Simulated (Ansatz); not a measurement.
Theory: DFT PBE, scalar-relativistic, plane waves, PAW in Ansatz. Settings: cutoff 420 eV, Γ-centred meshes spaced at most about 0.3 Å⁻¹, and about 0.25 Å⁻¹ or finer for metals (2π included), Gaussian smearing. No spin polarisation in the final relaxations.

All energies are static (0 K, no zero-point motion).

Two forms of Tl3Ge2H were relaxed alike.

1.

Space group P6/mmm (No. 191). a = 6.307 Å, b = 6.307 Å, c = 5.985 Å, α = 90.00°, β = 90.00°, γ = 120.00°
```
atom  site  symmetry       x       y       z
  Tl    3f       mmm  0.5000  0.0000  0.0000
  Ge    2e       6mm  0.0000  0.0000  0.2932
   H    1a     6/mmm  0.0000  0.0000  0.0000
```

2.

Space group P6/mmm (No. 191). a = 7.703 Å, b = 7.703 Å, c = 3.829 Å, α = 90.00°, β = 90.00°, γ = 120.00°
```tsv
atom	site	symmetry	x	y	z
Tl	3f	mmm	0.0000	0.5000	0.0000
Ge	2d	-6m2	0.3333	0.6667	0.5000
H	1b	6/mmm	0.0000	0.0000	0.5000
```

Task: Which would you expect to be lower, and how large is the difference?

Result: Cell 1 is lower, by 132 meV/atom. Cell 1 has space group P6/mmm (No. 191), 34.4 Å³/atom and no gap on its mesh; cell 2 has space group P6/mmm (No. 191), 32.8 Å³/atom and no gap. Cell 1 holds Ge–Ge pairs (shortest 2.48 Å); in cell 2 the shortest Ge–Ge distance is 3.83 Å. The lower one is the more open, so pressure narrows the difference. Even the lower one lies +0.56 eV/atom against the reference forms of the elements (uncorrected), so neither is stable at this level. In cell 1, around Tl lie 2 H at 3.15 Å, 4 Tl at 3.15 Å and 4 Ge at 3.61 Å; Ge has 1 H at 1.76 Å, 1 Ge at 2.48 Å, 1 Ge at 3.51 Å and 6 Tl at 3.61 Å; around H lie 2 Ge at 1.76 Å and 6 Tl at 3.15 Å. In cell 2, Tl has 4 Ge at 2.93 Å, 6 Tl at 3.83–3.85 Å and 4 H at 4.30 Å; Ge is surrounded by 6 Tl at 2.93 Å; H is surrounded by 2 H at 3.83 Å and 12 Tl at 4.30 Å (long contacts). Both come from invented guesses. A third cell relaxed alike, in P4/mmm, lies 154 meV/atom below the lower of the two.

These runs have no spin–orbit coupling, which can matter for Tl. With hydrogen, zero-point motion can shift such differences by 10 meV/atom or more. Cells relaxed within their symmetry can be saddle points.
